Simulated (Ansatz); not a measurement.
## A vibration from a frozen displacement in CdF$_{2}$

Method: Ansatz, DFT r2SCAN, scalar-relativistic, plane waves, PAW. Cutoff 500 eV, Γ-centred 8×8×8 k-points, Gaussian smearing of 0.05 eV. No spin polarisation. Energies are free energies at this smearing, counted from the undisturbed cell; pressure is positive in compression.

Reference structure (as given, not relaxed at this level; it stands at 0.0 GPa):

```
CELL_PARAMETERS angstrom
0.00000 2.69400 2.69400
2.69400 0.00000 2.69400
2.69400 2.69400 0.00000
ATOMIC_POSITIONS crystal
Cd 0.00000 0.00000 0.00000
F 0.25000 0.25000 0.25000
F 0.75000 0.75000 0.75000
```

Every Cd atom is moved by x along the Cartesian unit vector (0.000, 1.000, 0.000); the cell and all other atoms stay fixed. The cell's volume is 39.10 Å³; the moved atoms weigh 112.414 u together and the others 37.997 u. Some rows repeat others by symmetry and weren't run.

```csv
x (Å),ΔE (meV/cell),total force on the moved atoms along the move (eV/Å),pressure (GPa)
-0.1000,26.35,0.5273,0.5977
-0.0875,20.17,0.4612,0.4652
-0.0750,14.82,0.3952,0.3502
-0.0625,10.29,0.3292,0.2528
-0.0500,6.59,0.2634,0.1731
-0.0375,3.70,0.1975,0.1110
-0.0250,1.65,0.1317,0.0667
-0.0125,0.41,0.0659,0.0401
0.0000,0.00,0.0000,0.0312
0.0125,0.41,-0.0659,0.0401
0.0250,1.65,-0.1317,0.0667
0.0375,3.70,-0.1975,0.1110
0.0500,6.59,-0.2634,0.1731
0.0625,10.29,-0.3292,0.2528
0.0750,14.82,-0.3952,0.3502
0.0875,20.17,-0.4612,0.4652
0.1000,26.35,-0.5273,0.5977
```

Question: What frequency belongs to this motion?

Answer: The force constant is k = −dF/dx = 5.272 eV/Å², from the parabola through x = -0.0125, 0 and 0.0125. In every cell the moved atoms swing against the rest, so the mass is μ = m₁m₂/(m₁ + m₂) = 28.398 u, and ν̃ = 521.5 cm⁻¹ × √(|k|/μ) = 225 cm⁻¹. To first order in x, and within 1 %, the force on every atom lies along the move and, within each of the two groups, in proportion to the atom's mass, so this is itself a mode at the zone centre of this cell, taken without macroscopic field (the transverse frequency in a polar insulator).

Question: How far does the harmonic law reach?

Answer: At x = -0.100 Å, kx²/2 = 26.36 meV against the computed 26.35 meV (-0.0 %): the well is still close to harmonic there.